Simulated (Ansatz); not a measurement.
CsPbCl₃ (cubic perovskite)

```
CELL_PARAMETERS angstrom
      5.67354     0.00000     0.00000
      0.00000     5.67354     0.00000
      0.00000     0.00000     5.67354
ATOMIC_POSITIONS crystal
  Cs 0.00000 0.00000 0.00000
  Pb 0.50000 0.50000 0.50000
  Cl 0.00000 0.50000 0.50000
  Cl 0.50000 0.50000 0.00000
  Cl 0.50000 0.00000 0.50000
```

In this cell atom 4 (Cl, nearest neighbour Pb at 2.837 Å; its periodic images, 5.7 Å or more away, move with it) is moved by u·(1.000, 0.000, 0.000) + v·(0.000, 1.000, 0.000); the rest is frozen.

Calculation: r2SCAN (plane waves to 500 eV, PAW, scalar-relativistic; Ansatz, a first-principles code). k mesh 5×5×5 (Γ-centred), Fermi-Dirac smearing 0.05 eV. Compression counts positive. CsPbCl3 was relaxed with its symmetry unable to fall. Spin-orbit coupling is left out, though Pb is heavy. The PAW data are Ansatz's earlier set. This is a high-temperature form of CsPbCl3. 

```json
[
 {"P (GPa)": "v = -0.940", "u = -0.940": "…", "u = -0.627": "0.50", "u = -0.313": "0.02", "u = 0.000": "-0.12", "u = 0.313": "0.02", "u = 0.627": "0.50", "u = 0.940": "…"},
 {"P (GPa)": "v = -0.627", "u = -0.940": "0.50", "u = -0.627": "0.06", "u = -0.313": "-0.11", "u = 0.000": "…", "u = 0.313": "-0.11", "u = 0.627": "0.06", "u = 0.940": "0.50"},
 {"P (GPa)": "v = -0.313", "u = -0.940": "0.02", "u = -0.627": "-0.11", "u = -0.313": "-0.09", "u = 0.000": "-0.07", "u = 0.313": "-0.09", "u = 0.627": "-0.11", "u = 0.940": "0.02"},
 {"P (GPa)": "v = 0.000", "u = -0.940": "-0.12", "u = -0.627": "…", "u = -0.313": "-0.07", "u = 0.000": "-0.03", "u = 0.313": "-0.07", "u = 0.627": "…", "u = 0.940": "-0.12"},
 {"P (GPa)": "v = 0.313", "u = -0.940": "0.02", "u = -0.627": "-0.11", "u = -0.313": "-0.09", "u = 0.000": "-0.07", "u = 0.313": "-0.09", "u = 0.627": "-0.11", "u = 0.940": "0.02"},
 {"P (GPa)": "v = 0.627", "u = -0.940": "0.50", "u = -0.627": "0.06", "u = -0.313": "-0.11", "u = 0.000": "…", "u = 0.313": "-0.11", "u = 0.627": "0.06", "u = 0.940": "0.50"},
 {"P (GPa)": "v = 0.940", "u = -0.940": "…", "u = -0.627": "0.50", "u = -0.313": "0.02", "u = 0.000": "-0.12", "u = 0.313": "0.02", "u = 0.627": "0.50", "u = 0.940": "…"}
]
```

Task: Complete the blanks.

Result: 
- v = -0.940, u = -0.940: 1.52
- v = -0.940, u = 0.940: 1.52
- v = -0.627, u = 0.000: -0.14
- v = 0.000, u = -0.627: -0.14
- v = 0.000, u = 0.627: -0.14
- v = 0.627, u = 0.000: -0.14
- v = 0.940, u = -0.940: 1.52
- v = 0.940, u = 0.940: 1.52

(For displaced atoms, the force is minus the slope of the energy, and its curvature is a force constant, which sets phonon frequencies.)
